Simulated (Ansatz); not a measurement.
## What DFT gives for BeTl

```yaml
crystal:
  lattice:
    - [1.75525, 3.04020, 0.00000]
    - [-3.51052, 0.00000, 0.00000]
    - [0.00000, 0.00000, 9.33879]
  atoms:
    - { symbol: Be, position: [0.66667, 0.33333, 0.25000] }
    - { symbol: Be, position: [0.33333, 0.66667, 0.75000] }
    - { symbol: Tl, position: [0.66667, 0.33333, 0.75000] }
    - { symbol: Tl, position: [0.33333, 0.66667, 0.25000] }
```

Single point in Ansatz 0.2.0 with PBE, no spin polarisation. Cutoff 420 eV, PAW datasets, 8×8×3 Γ-centred k mesh, cold filling (width 0.0494 eV).

Forces: The forces vanish by the symmetry of the sites.
Electronic structure: It is a metal, with about 1.8 states/eV a cell as the mean within 0.25 eV of the Fermi level, mostly Tl p (78 %).
Formation energy: 2.25 eV an atom against the elements' usual phases (free molecules for gases, crystals otherwise, with no correction for O₂ or N₂), so at this geometry it isn't bound against them. Relaxing would lower it.
Charges: Bader charges in e: Be +1.35, Tl -1.35. In the mean Be gives up most and Tl takes most.
Stress: The pressure is 25.9 GPa (compression positive), so with the atoms held at these fractions the cell would first expand. The principal stresses -1.2, 39.4, 39.4 GPa differ, so its shape would change too.

Origin: a known structure type with other elements, at an estimated volume, so it need not be a known compound. Caveats: atoms or cell far from equilibrium.
